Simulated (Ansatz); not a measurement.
According to the program Ansatz at the PBE level (PAW), Sn in the orthorhombic phase (Cmcm; Sn on 8f, Sn on 8f, Sn on 8f) relaxes to a = 4.703 Å, b = 13.053 Å, c = 15.525 Å. Sn on 8f has 4 nearest neighbours from 2.87 Å (tetrahedral).

Electronic character: no gap, with almost no states at the Fermi level (zero-gap or semimetallic).

An equation-of-state fit gives a bulk modulus of 305 kbar.

The start of the workflow was typed in or built on a structure type; neither database checked (COD, Materials Project) lists it. It is not the phase usual at ambient conditions (space group No. 141). The cell was relaxed with PBE under the symmetry of its start; its stability against distortions is not shown here. Axis ratios of metals converge slowly with the k-mesh, so a and c are less sure than the volume. Spin–orbit coupling is left out wherever it is not named.

Potentials: the earlier of the program's two PAW sets.
